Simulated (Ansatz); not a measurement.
GaSb (zinc blende)

```
GaSb
1.0
    0.00000     3.10675     3.10675
    3.10675     0.00000     3.10675
    3.10675     3.10675     0.00000
Sb Ga
1 1
Cartesian
  4.66013   4.66013   4.66013
  0.00000   0.00000   0.00000
```

The slice is a {100} plane (indices of the conventional cell) through the point (0.000, 0.000, 0.000) (fractional), spanned by u = [100] and v = [0 1 -1] in vectors of this cell: u (4.39 Å) and v (4.39 Å, at 90° to u). It covers one period; positions are fractions (u, v).

All values below come from PBE (plane waves to 420 eV, PAW, scalar-relativistic; Ansatz, a first-principles code). k mesh 13×13×13. Near the nuclei the fields are pseudised (PAW); where an atom keeps semicore shells as valence, they peak there. At this level the bands of GaSb touch or barely overlap; measurements give the solid a gap. GaSb was relaxed with its symmetry unable to fall. Spin-orbit coupling is left out, though Sb is heavy.

Task: Predict the map of the electron localisation function (ELF) on the slice.

Result: 
```
|xxxxxx22445566889999998888889999998866554422xxxx|
|xxxx113355556688998888888888888899886655553311xx|
|222233445555668888777777777777778888665555443322|
|444455555566666666665555555555666666666655555544|
|555555556666665544444444444444444455666666555555|
|666666666666443333222222222222223333446666666666|
|888888886655332211111111111111111122335566888888|
|999999886644331111000000000000001111334466889999|
|999988776644221100000000000000000011224466778899|
|999988775544221100000000000000000011224455778899|
|998888775544221100000000000000000011224455778888|
|998888775544221100000000000000000011224455778888|
|998888775544221100000000000000000011224455778888|
|999988775544221100000000000000000011224455778899|
|999988776644221100000000000000000011224466778899|
|999999886644331111000000000000001111334466889999|
|888888886655332211111111111111111122335566888888|
|666666666666443333222222222222223333446666666666|
|555555556666665544444444444444444455666666555555|
|444455555566666666665555555555666666666655555544|
|222233445555668888777777777777778888665555443322|
|xxxx113355556688998888888888888899886655553311xx|
|xxxxxx22445566889999998888889999998866554422xxxx|
|xxxxxx22445566889999999999999999998866554422xxxx|
```
Scale: ten equal steps from 0.01 (start of '0') to 0.52 (end of '9'), in the order '0123456789'. Values: electron localisation function (ELF). The map has 24 points along u (two characters each, u = 0 at the left) and 24 along v (v = 0 in the bottom row). Points within 0.5 Å of a nucleus are blanked (x), as the pseudised field means little there.
